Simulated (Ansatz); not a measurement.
A geometry of Ti away from equilibrium: step 2 of the relaxation of a relaxed Ti cell displaced along its unstable phonon at q = (½, ½, 0) of its primitive reciprocal cell (101i cm⁻¹), largest move 0.15 Å. Computed with PBE (plane waves to 420 eV, PAW, scalar-relativistic; Ansatz, a program for electronic structure). Γ-centred k-mesh 6×6×6 on the run's cell (coarser than for final values), Fermi–Dirac smearing 0.05 eV.

```xyz
16
Lattice="10.3702 0.0000 0.0000 5.1851 5.2103 0.0000 0.0000 0.0000 5.1782" Properties=species:S:1:pos:R:3 pbc="T T T"
Ti     1.3118     0.0000     2.3092
Ti     6.4968     0.0000     2.8690
Ti     3.8733     0.0000     2.8690
Ti     9.0584     0.0000     2.3092
Ti    10.3702     2.4567     1.2914
Ti     5.1851     2.7536     1.2914
Ti    10.3702     2.7536     3.8868
Ti     5.1851     2.4567     3.8868
Ti     2.5925     1.3060     0.0000
Ti     7.7776     1.3060     0.0000
Ti    12.9627     3.9043     0.0000
Ti     7.7776     3.9043     0.0000
Ti     0.0000     0.0000    -0.3313
Ti     5.1851     0.0000     0.3313
Ti    12.9627     2.6052     2.5891
Ti     7.7776     2.6052     2.5891
```

Which atoms carry the largest force, and which way does it point?

0.51 eV/Å, on Ti1, Ti2, Ti3, Ti4 (atoms numbered as listed); on Ti1 its components are (0.38, 0.00, -0.34).

What is the pressure?

+0.2 GPa, compression positive.

No spin polarisation in the result.

The run could not lose the symmetry of its start, so the end can be a saddle point.

The end of the path is a generated cell of Ti: the first start was made by placing the elements on the sites of a structure type, and the end was not matched to a known phase here, so it may be hypothetical. Known forms of Ti include space group No. 194.
